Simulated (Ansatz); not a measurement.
NaSe:
```yaml
crystal:
  lattice:
    - [4.56165, 0.00000, 0.00000]
    - [-2.28083, 3.95051, 0.00000]
    - [0.00000, 0.00000, 10.35030]
  atoms:
    - { symbol: Na, position: [0.00000, 0.00000, 0.00000] }
    - { symbol: Na, position: [0.00000, 0.00000, 0.50000] }
    - { symbol: Na, position: [0.33333, 0.66667, 0.25000] }
    - { symbol: Na, position: [0.66667, 0.33333, 0.75000] }
    - { symbol: Se, position: [0.33333, 0.66667, 0.63196] }
    - { symbol: Se, position: [0.66667, 0.33333, 0.36804] }
    - { symbol: Se, position: [0.66667, 0.33333, 0.13196] }
    - { symbol: Se, position: [0.33333, 0.66667, 0.86804] }
```

Relaxed with LDA.

Task: Which orbitals make up the states near the band edges in plane-wave PAW LDA (Ansatz code)?

Result: Top 1 eV of the valence band: Se 4p 97 %. Bottom 1 eV of the conduction band: Se 4p 80 %, Se 4s 9 %, Na 3s 7 %. Projections are on Löwdin-orthogonalised atomic valence shells; empty p or d shells of many metals are not among them.

Task: Tabulate the density of states.

Result: States/eV per cell of 8 atoms, in 0.25 eV bins, energy from the valence-band maximum.

```
E (eV)  total  Se 4p  Na 3s  Se 4s
------  -----  -----  -----  -----
-7.85    0.00   0.00   0.00   0.00
-7.60    0.00   0.00   0.00   0.00
-7.35    0.00   0.00   0.00   0.00
-7.10    0.00   0.00   0.00   0.00
-6.85    0.00   0.00   0.00   0.00
-6.60    0.00   0.00   0.00   0.00
-6.35    0.00   0.00   0.00   0.00
-6.10    0.00   0.00   0.00   0.00
-5.85    0.00   0.00   0.00   0.00
-5.60    0.00   0.00   0.00   0.00
-5.35    0.00   0.00   0.00   0.00
-5.10    0.00   0.00   0.00   0.00
-4.85    0.00   0.00   0.00   0.00
-4.60    1.09   0.99   0.08   0.01
-4.35    3.56   3.17   0.30   0.06
-4.10    6.23   5.55   0.43   0.20
-3.85    3.38   3.03   0.16   0.16
-3.60    3.16   2.71   0.30   0.11
-3.35    5.65   4.88   0.52   0.18
-3.10    4.92   4.31   0.40   0.14
-2.85    5.48   5.00   0.33   0.08
-2.60    6.92   6.62   0.17   0.04
-2.35    5.54   5.40   0.05   0.01
-2.10    2.65   2.53   0.08   0.01
-1.85    1.60   1.38   0.17   0.02
-1.60    2.01   1.79   0.14   0.03
-1.35    6.46   6.02   0.19   0.10
-1.10    5.14   4.84   0.12   0.07
-0.85    4.96   4.74   0.07   0.04
-0.60    4.76   4.58   0.06   0.03
-0.35    4.07   3.97   0.03   0.02
-0.10    2.42   2.39   0.00   0.00
0.15     0.00   0.00   0.00   0.00
0.40     0.01   0.01   0.00   0.00
0.65     0.18   0.13   0.02   0.02
0.90     0.52   0.40   0.05   0.05
1.15     1.19   0.95   0.08   0.10
1.40     3.46   2.88   0.13   0.22
1.65     4.57   3.88   0.13   0.24
1.90     2.66   2.20   0.12   0.13
2.15     2.68   2.24   0.12   0.11
2.40     0.92   0.68   0.11   0.04
2.65     0.39   0.09   0.22   0.04
2.90     0.80   0.20   0.43   0.08
3.15     1.14   0.21   0.67   0.10
3.40     2.33   0.25   1.47   0.15
3.65     2.69   0.29   1.52   0.15
3.90     3.14   0.30   1.52   0.12
4.15     1.87   0.16   0.95   0.05
4.40     1.35   0.11   0.64   0.03
4.65     1.01   0.08   0.47   0.01
4.90     1.31   0.10   0.66   0.03
5.15     4.64   0.26   2.13   0.09
```

Space group P6_3/mmc. The first step of the workflow began from a Materials Project structure, measured or hypothetical; the Crystallography Open Database copy checked does not list it. Its standing as an ambient phase is unchecked. The cell was relaxed with LDA under the symmetry of its start; phonons on a q-mesh show no instability. Scalar-relativistic: spin–orbit coupling is off unless named, which matters more the heavier the elements.

Potentials: the later of the program's two PAW sets.
